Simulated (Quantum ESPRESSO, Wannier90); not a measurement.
**Wannierisation of HfIN (R-3m)**

```xyz
6
Lattice="-1.8464 3.1980 0.0000 -3.6928 0.0000 0.0000 -1.8464 1.0660 10.7787" Properties=species:S:1:pos:R:3 pbc="T T T"
Hf    -1.8464     1.0660     4.1307
Hf     1.8464    -1.0660    -4.1307
I      1.8464    -1.0660     1.9309
I     -1.8464     1.0660    -1.9309
N      0.0000     0.0000     4.5252
N      0.0000     0.0000    -4.5252
```

Structure: Materials Project mp-567441, symmetrised, not relaxed again. Not found in the COD (Crystallography Open Database) copy used; not checked further. Method: PBEsol plane waves in Quantum ESPRESSO 7.5 (PseudoDojo norm-conserving files, 68 Ry, spinors with spin-orbit coupling), Bloch states on a 4×4×4 mesh through Γ, Wannier90 4.0.1. Density: 10×10×10 mesh, Gaussian smearing 0.01 Ry. The cell is built of weakly bound layers, chains or molecules. Database cells relaxed without dispersion often hold them too far apart, which can enlarge gaps and weakens couplings between them; spacing and stacking were not compared with the measured crystal.

A tight-binding model is made by disentanglement and projection with no localisation steps (num_iter = 0), so the 44 orbitals stay atom-like: hydrogen-like Hf: d; I: p; N: p, axes along x, y, z; frozen window up to 1.99 eV relative to the valence-band maximum. It follows pw.x to 18 meV rms for states up to 1.5 eV relative to the valence-band maximum. Matrix elements depend on this choice of orbitals and windows.

Task: What are the on-site energies relative to the valence-band maximum, and how fast do the hoppings decay?

Result: 
```json
[
 {"atom": "Hf1", "orbitals": "dz2↑ dz2↓", "energy (eV)": "3.51"},
 {"atom": "Hf1", "orbitals": "dxz↑ dxz↓ dyz↑ dyz↓", "energy (eV)": "2.45"},
 {"atom": "Hf1", "orbitals": "dx2-y2↑ dx2-y2↓ dxy↑ dxy↓", "energy (eV)": "2.66"},
 {"atom": "Hf2", "orbitals": "dz2↑ dz2↓", "energy (eV)": "3.51"},
 {"atom": "Hf2", "orbitals": "dxz↑ dxz↓ dyz↑ dyz↓", "energy (eV)": "2.45"},
 {"atom": "Hf2", "orbitals": "dx2-y2↑ dx2-y2↓ dxy↑ dxy↓", "energy (eV)": "2.66"},
 {"atom": "I3", "orbitals": "pz↑ pz↓", "energy (eV)": "-2.59"},
 {"atom": "I3", "orbitals": "px↑ px↓ py↑ py↓", "energy (eV)": "-2.40"},
 {"atom": "I4", "orbitals": "pz↑ pz↓", "energy (eV)": "-2.59"},
 {"atom": "I4", "orbitals": "px↑ px↓ py↑ py↓", "energy (eV)": "-2.40"},
 {"atom": "N5", "orbitals": "pz↑ pz↓", "energy (eV)": "-2.00"},
 {"atom": "N5", "orbitals": "px↑ px↓ py↑ py↓", "energy (eV)": "-2.19"},
 {"atom": "N6", "orbitals": "pz↑ pz↓", "energy (eV)": "-2.00"},
 {"atom": "N6", "orbitals": "px↑ px↓ py↑ py↓", "energy (eV)": "-2.19"}
]
```

```
distance of the centres (Å)  largest modulus (eV)
---------------------------  --------------------
1–2                                           1.5
2–3                                           2.5
3–4                                          0.98
4–5                                          0.21
5–6                                          0.14
```
